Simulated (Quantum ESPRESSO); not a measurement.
Simulation results for AlSi2SN3 (made-up cell, one site empty)

Computed with Quantum ESPRESSO 7.5. Calculation on a made-up crystal cell, not a measurement, run twice, once with a planted mistake found by running each candidate: periodic Kohn-Sham density functional theory in plane waves with PseudoDojo standard norm-conserving scalar-relativistic pseudopotentials, each functional with its own files (v0.5 for PBE, v0.4.1 for LDA and PBEsol), no spin polarisation, no spin-orbit coupling, atoms not relaxed, stress positive in tension, energies less a fixed whole-eV offset for each atom's element; levels are Kohn-Sham levels at fractions of this cell's reciprocal vectors, counted from the reference band (half the neutral cell's valence electrons, rounded up) at Gamma; error bars cover cutoff and k-mesh only, not smearing or the files; each bar is the largest change over components, and at least 0.002 eV, 0.002 eV per angstrom or 0.02 GPa; a charged cell sits in a uniform background, with energy and stress on this program's zero of potential; energies are for the whole cell, and the offsets were chosen from early runs and are not element reference energies; a distance is the largest change of any value in units of its error bar (the energy's for the smearing term), a scale change is of lengths, and a coarse mesh keeps the half-step shift.

### AlSi2SN3 (made-up cell, one site empty)

Intended structure:
```
AlSi2SN3
1.0
      4.5436     0.0202    -0.0282
      0.0202     4.5065     0.0680
     -0.0282     0.0680     4.5426
Si Al Si N S N
1 1 1 1 1 2
Direct
  -0.00182 0.01174 -0.00538
  0.00733 0.47930 0.48217
  0.50601 0.50186 -0.00930
  0.24366 0.25589 0.24983
  0.26333 0.73079 0.74253
  0.74775 0.23843 0.77686
  0.73278 0.74990 0.24534
```

- lattice type: zincblende/diamond
- empty site: 3
- intended functional: pbe
- intended cutoff: 1143 eV
- intended fermi dirac smearing: 0.025 eV
- intended scf tolerance: 1e-07 eV
- intended electrons removed: 0
- healthy free energy less offsets: 4.162 eV
- healthy scf iterations: 12
- healthy smearing term minus ts: 0 eV
- healthy pressure: -3.58 GPa
- healthy stress xx: 7.39 GPa
- healthy stress yy: 4.73 GPa
- healthy stress zz: -1.38 GPa
- healthy stress yz: 0.96 GPa
- healthy stress xz: -15.29 GPa
- healthy stress xy: 13.14 GPa
- healthy reference band: 16
- faulty free energy less offsets: -0.218 eV
- faulty scf iterations: 12
- faulty smearing term minus ts: 0 eV
- faulty pressure: -10.73 GPa
- faulty stress xx: 14.57 GPa
- faulty stress yy: 11.75 GPa
- faulty stress zz: 5.86 GPa
- faulty stress yz: 1.1 GPa
- faulty stress xz: -14.72 GPa
- faulty stress xy: 12.53 GPa
- faulty reference band: 16
- candidate k points along each vector: 1
- candidate cutoff: 694 eV
- candidate smearing: 0.53 eV
- candidate functional: lda
- candidate scf tolerance: 1 eV
- candidate electrons removed: -1
- candidate scale change: 1.56 percent
- candidate first exchanged site: 1
- candidate second exchanged site: 2
- intended k mesh: 4 x 4 x 4, shifted by half a step
- structure shown: as intended, without the mistake
- fault kind: wrong functional
- other mistakes compared: 7
- distance from healthy: 2190 error bars
- distance from nearest other mistake: 2063 error bars
- healthy error bar energy: 0.002 eV
- healthy error bar stress: 0.02 GPa
- healthy error bar force: 0.002142 eV/Å
- healthy error bar next band up: 0.002 eV

Atoms:
```tsv
atoms element	atom site	atom energy offset (eV)
Si	1	-115
Al	2	-64
Si	4	-115
N	5	-283
S	6	-302
N	7	-283
N	8	-283
```

Healthy forces:
```tsv
site	x (eV/Å)	y (eV/Å)	z (eV/Å)
1	-3.461	2.327	4.285
2	-5.094	-2.716	-2.799
4	6.548	-6.408	7.645
5	0.232	-0.478	-3.388
6	-0.777	6.715	-3.759
7	0.962	1.488	0.463
8	1.59	-0.929	-2.448
```

Healthy levels:
```tsv
level k point	next band up (eV)
Gamma	1.042
(1/2,1/2,1/2)	2.032
(0.15,0,0)	1.469
(0,0.15,0)	1.37
(0,0,0.15)	1.301
```

Faulty forces:
```tsv
site	x (eV/Å)	y (eV/Å)	z (eV/Å)
1	-3.516	2.368	4.199
2	-4.906	-2.683	-2.779
4	6.373	-6.243	7.464
5	0.004	-0.282	-3.435
6	-0.762	6.387	-3.569
7	1.125	1.545	0.73
8	1.681	-1.093	-2.61
```

Faulty levels:
```tsv
level k point	next band up (eV)
Gamma	0.977
(1/2,1/2,1/2)	1.981
(0.15,0,0)	1.4
(0,0.15,0)	1.3
(0,0,0.15)	1.238
```

Candidate mistake: coarse kmesh, low cutoff, wide smearing, wrong functional, loose scf, wrong charge, cell scaled, atoms exchanged
